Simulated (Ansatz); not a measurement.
Input deck for Ansatz 0.2.0, then the block of the output on the nuclei.

The cell is an entry of the Crystallography Open Database (COD), relaxed with PBE at fixed cell and then changed (volume scaled by 1.04, ions relaxed).

```yaml
crystal:
  lattice:
    - [0.0, 2.2887270932, 2.2887270932]
    - [2.2887270932, 0.0, 2.2887270932]
    - [2.2887270932, 2.2887270932, 0.0]
  atoms:
    - { symbol: Hf, position: [0.0, 0.0, 0.0] }
    - { symbol: "N", position: [0.5, 0.5, 0.5] }
kpoints:
  mp_grid: { grid: [18, 18, 18] }
scf:
  occupations: { method: fermi_dirac, width: 0.05 }
hamiltonian:
  xc: pbe
  pseudopotentials: { kind: paw }
output:
  forces: true
  stress: true
  populations: true
  efg:
    quadrupole_moments_barn: { Hf: 3.365, "N": 0.02044 }
    contact_densities: true
  write_density: true
  write_potential: true
  elf: true
  volumetric_format: npy
relax:
  f_tol: 0.02
  max_steps: 60
```

```sh
ansatz run input.yaml --threads 1 --pin off --max-ram 3072MiB --backend cpu --events-out ev --progress --plain --runs-dir out
```

The run relaxes the ions first, and the block belongs to the relaxed positions.

Of the output, the block on the nuclei alone is shown; the set-up, the SCF iterations, energies, forces and stress are cut. One atom of each set with nearly equal values is shown.

```
--- PAW observables at the nuclei: V_zz in 10²¹ V/m², potentials from the cell's mean, atoms counted from 1 ---
  atom   1  Hf V_zz =    +0.000000   η = 0.0000   by run symmetry: forbidden   C_q = +0.0000 MHz
            electrostatic potential = -14185.714855 V   contact ρ = 7528533.703738 e/Å³
  atom   2  N  V_zz =    -0.000000   η = 0.0000   by run symmetry: forbidden   C_q = -0.0000 MHz
            electrostatic potential = -527.195396 V   contact ρ = 1414.328270 e/Å³
```

The relaxation (1 step) took 8.1 s of wall time (8 s of CPU time) and 0.53 GiB at its peak, on 1 thread of Intel Xeon Platinum 8488C (Sapphire Rapids) (x86_64; 16 cores open to the job, memory cap 3.0 GiB, no GPU), a shared host with a load of 0.4 a core.
